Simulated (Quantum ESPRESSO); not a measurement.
SrCl2 (fluorite, space group Fm-3m, No. 225) has an indirect gap of 5.26 eV with PBEsol (pw.x of Quantum ESPRESSO, ONCV potentials, without SOC). After an isotropic strain (on all lattice vectors, atoms relaxed) the gap is indirect, 5.15 eV.

Which strain was applied?
A) +2 %
B) +1 %
C) -1.5 %
D) -0.7 %
E) -3 %

B, +1 %. Gaps found: -3 %: 5.25 eV (direct); -1.5 %: 5.30 eV (direct); -0.7 %: 5.33 eV (near tie); 0 %: 5.26 eV (indirect); 1 %: 5.15 eV (indirect); 2 %: 5.04 eV (indirect).
